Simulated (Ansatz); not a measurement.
Relaxed-ion elastic tensor of Ta$_{3}$Sb (A15 (Cr3Si type), Pm-3n) in GPa (Voigt order), PBEsol (plane waves, PAW; program Ansatz); density 15.35 g/cm³, 17.98 Å³ per atom.

```
 380   112   112   0.0   0.0   0.0
 112   380   112   0.0   0.0   0.0
 112   112   380   0.0   0.0   0.0
 0.0   0.0   0.0  70.6   0.0   0.0
 0.0   0.0   0.0   0.0  70.6   0.0
 0.0   0.0   0.0   0.0   0.0  70.6
```

Q: Is the crystal mechanically stable?

A: Yes: the smallest eigenvalue of C is 70.6 GPa.

Q: Work out the Voigt, Reuss and Hill averages.

A: K_V = 202, K_R = 202, K_H = 202; G_V = 96.0, G_R = 87.1, G_H = 91.5 GPa.

Q: Give Young's modulus, Poisson's ratio, Pugh's ratio and the universal anisotropy index.

A: E = 9KG/(3K + G) = 239 GPa; ν = 0.30; K/G = 2.20 (ductile by the Pugh limit of 1.75); A_U = 5G_V/G_R + K_V/K_R − 6 = 0.51.

Q: Estimate the sound speeds and the Debye temperature.

A: v_l = √((K + 4G/3)/ρ) = 4590 m/s, v_t = √(G/ρ) = 2440 m/s, mean 2730 m/s; Θ = (h/k)(3n/4πV)^(1/3) v_m = 310 K.

Q: Give the Zener ratio and Young's modulus along [100], [110] and [111].

A: A = 2C44/(C11 − C12) = 0.53; 1/E = S11 − 2(S11 − S12 − S44/2)Γ with Γ = 0, 1/4, 1/3 gives 329, 212, 190 GPa.

The workflow started from a Materials Project entry (that database holds measured and hypothetical structures alike); the Crystallography Open Database files this formula in space group No. 223, but the cells were not matched. Its standing as an ambient phase is unchecked. The cell was relaxed with PBEsol under the symmetry of its start; of distortions, only those at the zone centre were tested. The run is not spin-polarised. As this level gives no gap, shear constants depend on the k-mesh and smearing (Fermi–Dirac, 0.1 eV here). Scalar-relativistic: spin–orbit coupling is off unless named, which matters more the heavier the elements.

Potentials: the later of the program's two PAW sets.
